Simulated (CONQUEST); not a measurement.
A self-consistent single point of CoSi₂ (Cmm2, 12 atoms in the cell; from Materials Project mp-2379, changed as shown) with CONQUEST.

All values come from this method and carry its errors: CONQUEST 1.3 with PBEsol, numerical atomic orbitals double-zeta with polarisation (the shipped basis), PseudoDojo norm-conserving potentials made for PBEsol.

The change in words: atom 10 moved by +0.15 angstrom along y. Reference geometry (Fm-3m):
```
CoSi2
1.0
    5.31284     0.00000     0.00000
    0.00000     5.31284     0.00000
    0.00000     0.00000     5.31284
Co Si
4 8
Direct
  0.00000   0.00000   0.00000
  0.00000   0.50000   0.50000
  0.50000   0.00000   0.50000
  0.50000   0.50000   0.00000
  0.25000   0.25000   0.75000
  0.25000   0.75000   0.75000
  0.25000   0.75000   0.25000
  0.25000   0.25000   0.25000
  0.75000   0.25000   0.25000
  0.75000   0.75000   0.25000
  0.75000   0.75000   0.75000
  0.75000   0.25000   0.75000
```

Reference input (self-consistent single point, DFT, PBEsol, numerical atomic orbitals double-zeta with polarisation (the shipped basis), PseudoDojo norm-conserving potentials made for PBEsol): basis = DZP; Diag.MPMeshX, Y, Z = 3 3 3; potentials = PseudoDojo norm-conserving PBEsol; Grid.GridCutoff = 140 Ha; DM.SolutionMethod = diagon; Diag.SmearingType = 1; Diag.kT = 0.003675 Ha; Diag.GammaCentred = true; Diag.MPOrder = 0; minE.SCTolerance = 1.0e-06; SC.MaxIters = 100; SC.LinearMixingFactor = 0.5. This run's input differs from it in these lines:

```diff
@@ -48,3 +48,3 @@
     0.750000000     0.250000000     0.250000000  2 T T T
-    0.750000000     0.750000000     0.250000000  2 T T T
+    0.750000000     0.778233000     0.250000000  2 T T T
     0.750000000     0.750000000     0.750000000  2 T T T
```

The program printed (abridged):

```
    PulayMixSC: Starting Pulay mixing, A_up =  0.500 A_dn =  0.500
    PulayMixSC: Spin non-polarised calculation.
    PulayMixSC: with Kerker preconditioning, q0 =  0.300
          Harris-Foulkes Energy            :    -17564.294355218691635 eV
          Free Energy (E-TS)               :    -17564.368278360983822 eV
    PulayMixSC: Pulay iteration     1 residual:              0.41053E-02
          Harris-Foulkes Energy            :    -17560.912742257551145 eV
          Free Energy (E-TS)               :    -17560.977497045154450 eV
    PulayMixSC: Pulay iteration     2 residual:              0.20120E-02
   [... lines left out ...]
          Free Energy (E-TS)               :    -17559.868055413484399 eV
    PulayMixSC: Pulay iteration    11 residual:              0.80807E-05
          Harris-Foulkes Energy            :    -17559.795543378175353 eV
          Free Energy (E-TS)               :    -17559.868046465653606 eV
    PulayMixSC: Pulay iteration    12 residual:              0.28849E-05
          Harris-Foulkes Energy            :    -17559.795546436613222 eV
          Free Energy (E-TS)               :    -17559.868054127815412 eV
    PulayMixSC: Pulay iteration    13 residual:              0.68850E-06
    PulayMixSC: Reached SCF tolerance of  0.68850E-06 after     13 iterations
      | Number of electrons      =       100.000150
      | GS Energy with kT -> 0   =    -17559.831800282212498 eV
      | Free Energy as E-TS      =    -17559.868054127815412 eV
      |* Harris-Foulkes energy   =    -17559.795546436613222 eV
      |* DFT total energy        =    -17559.795546113407909 eV

    force: Forces on atoms (eV/a0)
    force:  Atom   X              Y              Z
    force:     1   0.1316025505   0.1388930103  -0.1316025504
    force:     2  -0.0943644094   0.1154782078  -0.0943644094
    force:     3  -0.1316025505   0.1388930103   0.1316025505
    force:     4   0.0943644094   0.1154782078   0.0943644093
    force:     5  -0.0000000000   0.0627247282  -0.0000000000
    force:     6  -0.0000000000  -0.0155147922  -0.0000000000
   [... lines left out ...]
    force: Maximum force :        0.90281802(eV/a0) on atom        10 in y direction
   [... lines left out ...]
    force: Force Residual:        0.30114981 eV/a0
    force: Total stress:         -4.97709381     0.00000000     1.44976869 GPa
                             0.00000000    -5.45461210     0.00000000
                             1.44976869     0.00000000    -4.97709381
    force: Average pressure:      5.13626657 GPa

    get_E_and_F: Change in energy during last step of electronic optimisation: -0.11240E-06
```

The run converged in 13 iterations. CONQUEST prints the stress tensor with tension positive. Against the reference run the free energy goes up by 10.9 meV/atom, the pressure goes from 4.79 to 5.14 GPa and the largest force goes from under 0.1 to 1.71 eV/Å.

The program uses no crystal symmetry, so grid and mesh can part values that symmetry would make equal. The atom-centred basis is finite, which shifts total energies, pressures and forces against plane waves. The run has no spin polarisation, so moments on Co cannot form. Forces above 1 eV/Å remain at this geometry, of which the finite basis can carry a part. The structure comes from a collection of computed structures, made at another level of theory; the collection holds predicted forms beside known ones. No clean gap shows at this smearing width and mesh (spacing up to 0.39 Å⁻¹); the mesh is coarse for partly filled bands, so the values carry mesh errors.

Cost on one core: around 4 core-minutes (rough).
